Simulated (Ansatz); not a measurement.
The calculation used DFT PBE, scalar-relativistic, plane waves, PAW (Ansatz 0.2.0). Settings of the last relaxation (14-atom cell): 420 eV, 4×4×4 k points, Gaussian smearing of 0.02 eV, no spin polarisation.

Energies over the elements count from the elements' standard structures at the same level (Cl₂, F₂ as molecules), with no fitted energy shifts.

Task: Give a relaxed trial structure of a tetragonal wide-gap insulator made of Cl, F and W, with a gap near 3.1 eV, a formation energy near −2.12 eV/atom and about 30 Å³ per atom, in a cell of 14 atoms. Its symmetry should be P4_2/mnm (No. 136).

Result: WCl₂F₄, space group P4_2/mnm (No. 136). W is surrounded by 4 F at 1.86 Å and 2 Cl at 2.29 Å; Cl is surrounded by 1 W at 2.29 Å; around F on a site of symmetry 2mm lies 1 W at 1.86 Å; F on a site of symmetry m2m is surrounded by 1 W at 1.86 Å.

Space group P4_2/mnm (No. 136). a = 7.083 Å, b = 7.083 Å, c = 8.259 Å, α = 90.00°, β = 90.00°, γ = 90.00°
```csv
atom,site,symmetry,x,y,z
W,2a,m.mm,0.5000,0.5000,0.5000
Cl,4f,m.2m,0.2715,0.7285,0.5000
F,4e,2.mm,0.5000,0.5000,0.7254
F,4g,m.2m,0.6859,0.6859,0.5000
```

| Quantity | Value |
| --- | --- |
| Volume per atom | 29.6 Å³ |
| Density | 2.7 g/cm³ |
| Formation energy | −2.117 eV/atom |
| Gap on the 4×4×4 mesh of the 14-atom cell | 3.12 eV |

It was reached by relaxing an invented guess, and it needn't be the stable form of this composition. Other answers may fit too; this one was computed.

Weakly bound directions are ill-defined at this level, which has no dispersion term. Spin–orbit coupling, which can matter for W, is left out. Kohn–Sham gaps at this level usually fall short of measured ones. A later test with randomly moved atoms came back to the same energy, though modes that don't fit the test's cell weren't probed.
